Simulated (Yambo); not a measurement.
```
Sr2NH
1.0
    1.90675     1.10086     6.30226
   -1.90675     1.10086     6.30226
    0.00000    -2.20173     6.30226
H N Sr
1 1 2
Cartesian
  0.00000   0.00000   0.00000
  0.00000   0.00000   9.45339
  0.00000   0.00000  14.39292
  0.00000   0.00000   4.51386
```

Sr2NH (space group R-3m, No. 166): mean Im ε in 1 eV windows above the direct gap of 2.59 eV, for different electron-hole kernels (Yambo, broadening 0.15 eV, PBEsol (pw.x of Quantum ESPRESSO, ONCV potentials, without SOC) bands; 6×6×6 mesh, 4 valence and 10 conduction bands, static screening with 42 bands and a 4 Ry block, scissor 0.84 eV, Tamm-Dancoff; field along x).

```csv
window (eV),independent quasiparticles,RPA (no attraction),BSE
2.6 to 3.6,2.7,2.2,6.7
3.6 to 4.6,5.6,5.0,5.7
4.6 to 5.6,5.0,4.5,5.8
5.6 to 6.6,5.4,5.1,2.8
6.6 to 7.6,3.1,3.3,2.7
7.6 to 8.6,2.9,3.1,2.0
```

This run doesn't resolve bound excitons or single peaks, so only averages are given, and they too depend on the mesh; weight that the attraction moves below the gap isn't listed. All transitions below 9.14 eV are in the band window. The scissor comes from a G0W0 run whose convergence isn't established.

Geometry of the Materials Project entry, not relaxed at this level.

The structure is a Materials Project entry; no match was found in the copy of COD used, and its stability was not checked.
